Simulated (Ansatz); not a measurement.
An Ansatz (a program for electronic structure) run. Input:

Ansatz 0.2 input:
```yaml
crystal:
  lattice:
    - [0.0, 2.3033581243, 2.3033581243]
    - [2.3033581243, 0.0, 2.3033581243]
    - [2.3033581243, 2.3033581243, 0.0]
  atoms:
    - { symbol: C, position: [0.0, 0.0, 0.0] }
    - { symbol: Hf, position: [0.5, 0.5, 0.5] }
kpoints:
  mp_grid: { grid: [32, 32, 32] }
hamiltonian:
  xc: pbesol
  pseudopotentials: { kind: paw }
scf:
  occupations: { method: fermi_dirac, width: 0.1 }
elastic: { mode: relaxed_ion, stencil: two_point, amplitude: 0.005, f_tol: 0.0005 }
```

Output (shortened):

```
Pseudopotential: C, paw, valence charge 4
Pseudopotential: Hf, paw, valence charge 26
Functional definition: PBEsol
Crystal: 2 atoms, lattice volume = 24.441 Å³
Basis set: ecut = 420 eV, 531 PW (Γ), exchange–correlation on 48×48×48 points (8 copies of the dense FFT grid, shifted against one another)
Bands: 19, of which v1, the nominal top of the filled ones, is band 15 counted from 1 (14 counted from 0)
Symmetry: 48 space group operations
Space group: Fm-3m (ITA 225), of the structure as read, at distance tolerance 2.9e-5 Å
k-points: 897 of 32768
SCF 1 converged in 11 iterations: F = -15846.710988 eV  dr2 = 2.39e-15
Crystal: 2 atoms, lattice volume = 24.319 Å³
Basis set: ecut = 420 eV, 515 PW (Γ), exchange–correlation on 48×48×48 points (8 copies of the dense FFT grid, shifted against one another)
Symmetry: 16 space group operations
k-points: 2393 of 32768
SCF 2 converged in 10 iterations: F = -15846.709898 eV  dr2 = 1.42e-14
Crystal: 2 atoms, lattice volume = 24.563 Å³
SCF 3 converged in 7 iterations: F = -15846.710017 eV  dr2 = 6.57e-14
Crystal: 2 atoms, lattice volume = 24.441 Å³
Symmetry: 8 space group operations
k-points: 4505 of 32768
SCF 4 converged in 8 iterations: F = -15846.710653 eV  dr2 = 3.51e-14
  Residual-converged pass: ⟨swp⟩=1.0  Hψ=103742  notcnv=0  max |occ|·‖R‖ = 7.1e-9 eV (tolerance 1.0e-8 eV)  dr2=3.51e-14  dr2_onsite=5.41e-15  max |Δocc| = 2.5e-13
Crystal: 2 atoms, lattice volume = 24.441 Å³
SCF 5 converged in 7 iterations: F = -15846.710653 eV  dr2 = 6.11e-15
SCF converged after 11 iterations
Free energy (F): -15846.710988 eV
Harris-Foulkes:  -15846.710988 eV  (|F-HF|=1.82e-12)
Internal energy: -15846.701468 eV  (E = F + TS)
E sigma→0 (E₀):  -15846.706228 eV
Entropy (-TS):   -0.009520 eV (-4.760 meV/atom)
Fermi energy:    20.601474 eV
--- Per-component energies (eV) ---
  E_band       = 128.886993
  E_kinetic    = 513.118793
  E_local      = -4917.074814  (includes V_loc(G=0)·N_el)
  E_nonlocal   = -1211.009109
  E_hartree    = 2329.505649
  E_xc         = -346.811482
  E_vxc        = -327.229445  (∫ρ·V_xc dr)
  E_paw        = -6902.808036  (= ΣΔE_a)
  E_vpaw       = 1412.070262  (= ΣTr[D̂ρ^β])
  E_aug_tail   = 0.000005  (compensation charges beyond the density's cutoff)
  E_ewald      = -5312.894667
  E_core_change = 1.272192  (= ΣΔE_core)
  E_smearing   = -0.009520  (= −TS)
  E_closure    =  0.000000  (closes the sum)
  Σ components = -15846.710988   (vs F -15846.710988, Δ=0.00e0)
--- Forces (eV/Å), atoms counted from 1 ---
  atom   1  C      0.00000000     0.00000000     0.00000000
  atom   2  Hf     0.00000000     0.00000000     0.00000000
  max |Σ_I F_I| component: 0.0 eV/Å
--- Stress (GPa, compression-positive) ---
        0.055042       0.000000       0.000000
        0.000000       0.055042       0.000000
        0.000000       0.000000       0.055042
  P = ⅓ Tr σ = 0.0550 GPa (0.550 kbar)
--- Band table (eV; the first three rows and the last of 897) ---
  k-point 0: bands = ["-40.3619", "-8.8145", "-8.8145", "-8.8145", "8.1445", "9.6703", "9.6757", "9.6757", "9.6757", "9.7680", "9.7680", "9.7680", "21.6848", "21.6848", "21.6848", "21.9120", "21.9120", "21.9120", "24.0073"]
  k-point 1: bands = ["-40.3615", "-8.8223", "-8.8152", "-8.8152", "8.1700", "9.6707", "9.6761", "9.6764", "9.6764", "9.7674", "9.7674", "9.7681", "21.3462", "21.4834", "21.4834", "22.0196", "22.0196", "22.1881", "24.1545"]
  k-point 2: bands = ["-40.3601", "-8.8456", "-8.8174", "-8.8174", "8.2458", "9.6719", "9.6774", "9.6783", "9.6783", "9.7656", "9.7656", "9.7681", "20.8640", "21.1196", "21.1196", "22.1595", "22.1595", "22.4877", "24.5352"]
  k-point 896: bands = ["-40.2995", "-9.2802", "-9.2802", "-9.0889", "9.6438", "9.7033", "9.7105", "9.7105", "9.7355", "9.7389", "9.7389", "10.9804", "17.5313", "17.8279", "17.8279", "24.3184", "24.3184", "27.5154", "27.8602"]
--- Elastic constants: 2 strain directions × 2 members + reference (group order 48) ---
  dense FFT box of the reference and of every strained cell: 24×24×24
  strains applied: 11, 23; error gains: componentwise 1.00 (the most a stress slope's error grows in a printed constant), spectral 1.73 (1 for all six strains …
  C = ∂σ_k/∂η_j (tension-positive GPa; Voigt order 11 22 33 23 13 12):
       539.613    103.096    103.096      0.000      0.000      0.000
       103.096    539.613    103.096      0.000      0.000      0.000
       103.096    103.096    539.613      0.000      0.000      0.000
         0.000      0.000      0.000    174.415      0.000      0.000
         0.000      0.000      0.000      0.000    174.415      0.000
         0.000      0.000      0.000      0.000      0.000    174.415
  reference stress σ⁰ (GPa):     -0.055     -0.055     -0.055      0.000      0.000      0.000
  moduli (Voigt/Reuss/Hill, GPa): K = 248.60/248.60/248.60   G = 191.95/189.65/190.80   E = 455.80   ν = 0.194
  mechanically stable: yes (min eigenvalue of sym C = 174.41 GPa)
  strain η (Voigt 11):  stress-route row diagonal C_11 = 539.61 GPa, energy-path curvature d²(F+E_count+ΔE)/dδ²/Ω₀ = 539.46 GPa
         δ    σ_11 (GPa)             F (eV)   n_scf  n_hpsi   n_pw
    -5.000e-3      -2.8247      -15846.7098979      10  1115813    515   relax 0 steps, max|allowed force component| 0.0 eV/Å
     5.000e-3       2.5714      -15846.7100174       7  923205    531   relax 0 steps, max|allowed force component| 0.0 eV/Å
  strain η (Voigt 23):  stress-route row diagonal C_44 = 174.41 GPa, energy-path curvature d²(F+E_count+ΔE)/dδ²/Ω₀ = 174.42 GPa
         δ    σ_23 (GPa)             F (eV)   n_scf  n_hpsi   n_pw
    -5.000e-3      -0.8721      -15846.7106532       8  2099312    531   relax 0 steps, max|allowed force component| 0.0 eV/Å
     5.000e-3       0.8721      -15846.7106532       7  2128110    531   relax 0 steps, max|allowed force component| 0.0 eV/Å
```

Cost: about 9 core-minutes (a rough figure) on shared cores.

The cell was relaxed with PBEsol under the symmetry of its start; of distortions, only those at the zone centre were tested. No spin polarisation was allowed. As this level gives no gap, shear constants depend on the k-mesh and smearing (Fermi–Dirac, 0.1 eV here). Spin–orbit coupling is left out wherever it is not named.

Potentials: the later of the program's two PAW sets.

Ansatz is a plane-wave DFT program.
